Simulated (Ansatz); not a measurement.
input.yaml (Ansatz)

```yaml
crystal:
  lattice:
    - [-1.5023015355, 1.5023015355, 1.5023015355]
    - [1.5023015355, -1.5023015355, 1.5023015355]
    - [1.5023015355, 1.5023015355, -1.5023015355]
  atoms:
    - { symbol: Rh, position: [0.0, 0.0, 0.0] }
hamiltonian:
  xc: r2scan
  pseudopotentials:
    kind: paw
    azcp:
      Rh: "pseudopotentials/Rh.paw.azcp"
basis:
  ecutwfc: 500
  fft_grid_basis: typed
kpoints:
  mp_grid: { grid: [16, 16, 16], shift: [0, 0, 0] }
magnetization:
  spin_polarized: false
scf:
  occupations: { method: fermi_dirac, width: 0.1 }
  lower_state_search: "off"
output:
  stress: true
```

and its output:

```
Engine: ansatz 0.2.0, x86_64-unknown-linux-gnu
Pseudopotentials: kind: paw
Pseudopotential: Rh, paw, valence charge 17, recommended cutoff 500 eV (meta_gga) 
Functional definition: r2SCAN
  parameter k0 = 0.174
  parameter k1 = 0.065
  parameter a1 = 4.9479
  exchange = r2scan_x(k0 = k0, k1 = k1, a1 = a1)
  correlation = r2scan_c
Crystal: 1 atoms, lattice volume = 13.562 Å³
Basis set: ecut = 500 eV, 369 PW (Γ), exchange–correlation on 80×80×80 points (64 copies of the dense FFT grid, shifted against one another)
Bands: 13, of which v1, the nominal top of the filled ones, is band 9 counted from 1 (8 counted from 0)
Symmetry: 48 space group operations
Space group: Im-3m (ITA 229), of the structure as read, at distance tolerance 2.4e-5 Å
k-points: 145 of 4096
Non-local potential: Rh, projectors of the file, l = 0: 3, l = 1: 2, l = 2: 2, l = 3: 1
PAW form: soft (Blöchl's): semilocal exchange-correlation on the pseudo side does not see the compensation charge
PAW frozen core: Rh, regenerated for the run's functional (the file was generated under x = pbe(κ = 0.804, μ = 0.2195149727645171), c = pbe(β = 0.06672455060314922))
PAW one-centre angular grid: Rh, 590 points (default); XC on 160 Gauss nodes
Initial density: superposition of atomic densities (neutral atoms: chi_scale 0, normalization atom), corrected by the library's trained network
Initial wavefunctions: pseudopotential atomic-orbital guess
Functional: x = r2scan, c = r2scan; τ floored in thin density (d = 2e-4 eV/Å³)
SCF iter   1: F=-6414.917017 eV  HF=-6414.906829 eV  |F-HF|=1.02e-2  |Δ(HF+E_count)|=         —  Δρ=9.82e-3  dr2=4.03e-3  dr2_τ=9.16e-3  ethr=1.77e-3  ⟨swp⟩=5.1  Hψ=11143  notcnv=0
SCF iter   2: F=-6414.917792 eV  HF=-6414.917517 eV  |F-HF|=2.76e-4  |Δ(HF+E_count)|=   1.07e-2  Δρ=5.17e-3  dr2=1.18e-3  dr2_τ=2.07e-4  ethr=2.37e-5  ⟨swp⟩=2.0  Hψ=4899  notcnv=0
SCF iter   3: F=-6414.917857 eV  HF=-6414.917862 eV  |F-HF|=4.19e-6  |Δ(HF+E_count)|=   3.45e-4  Δρ=7.19e-4  dr2=5.63e-5  dr2_τ=8.92e-6  ethr=6.95e-6  ⟨swp⟩=2.1  Hψ=3251  notcnv=0
SCF iter   4: F=-6414.917876 eV  HF=-6414.917877 eV  |F-HF|=1.09e-6  |Δ(HF+E_count)|=   1.52e-5  Δρ=2.91e-4  dr2=5.37e-6  dr2_τ=2.14e-6  ethr=3.31e-7  ⟨swp⟩=2.7  Hψ=3106  notcnv=0
SCF iter   5: F=-6414.917878 eV  HF=-6414.917877 eV  |F-HF|=8.13e-7  |Δ(HF+E_count)|=   4.69e-7  Δρ=1.30e-4  dr2=1.15e-6  dr2_τ=1.35e-7  ethr=3.16e-8  ⟨swp⟩=2.5  Hψ=2995  notcnv=0
SCF iter   6: F=-6414.917878 eV  HF=-6414.917878 eV  |F-HF|=5.73e-9  |Δ(HF+E_count)|=   1.24e-6  Δρ=1.92e-5  dr2=1.04e-8  dr2_τ=2.51e-8  ethr=5.88e-10  ⟨swp⟩=3.0  Hψ=7426  notcnv=0
SCF 1 converged in 6 iterations: F = -6414.917878 eV  dr2 = 1.04e-8
SCF converged after 6 iterations
Free energy (F): -6414.917878 eV
Harris-Foulkes:  -6414.917878 eV  (|F-HF|=5.73e-9)
Internal energy: -6414.850291 eV  (E = F + TS)
E sigma→0 (E₀):  -6414.884085 eV
Entropy (-TS):   -0.067587 eV (-67.587 meV/atom)
Fermi energy:    22.406785 eV
--- Per-component energies (eV) ---
  E_band       = -94.109918
  E_kinetic    = 574.809117
  E_local      = -1551.124440  (includes V_loc(G=0)·N_el)
  E_nonlocal   = 356.846742
  E_hartree    = 547.098848
  E_xc         = -216.955241
  E_vxc        = -314.311333  (∫ρ·V_xc dr)
  E_paw        = -3604.912732  (= ΣΔE_a)
  E_vpaw       = -275.771438  (= ΣTr[D̂ρ^β])
  E_aug_tail   = 0.000598  (compensation charges beyond the density's cutoff)
  E_vtau       = 21.243382  (kinetic-family band-sum trace: ∫τ·v_τ [+ j·A + Jᵃ·Aᵃ] dr)
  E_ewald      = -2520.243224
  E_core_change = -0.369959  (= ΣΔE_core)
  E_smearing   = -0.067587  (= −TS)
  E_closure    = 0.000000  (closes the sum)
  Σ components = -6414.917878   (vs F -6414.917878, Δ=0.00e0)
--- Stress (GPa, compression-positive) ---
       11.569175      -0.000000       0.000000
        0.000000      11.569175      -0.000000
        0.000000       0.000000      11.569175
  P = ⅓ Tr σ = 11.5692 GPa (115.692 kbar)
```

Command:

```sh
ansatz run input.yaml --threads 1 --pin off --max-ram 3584MiB --backend cpu --events-out ev --progress --plain --runs-dir out
```

On 1 thread of Intel(R) Xeon(R) Platinum 8259CL CPU @ 2.50GHz (Skylake/Cascade Lake) (shared host) this took about 5.7 s of wall time and 5.6 s of CPU time.
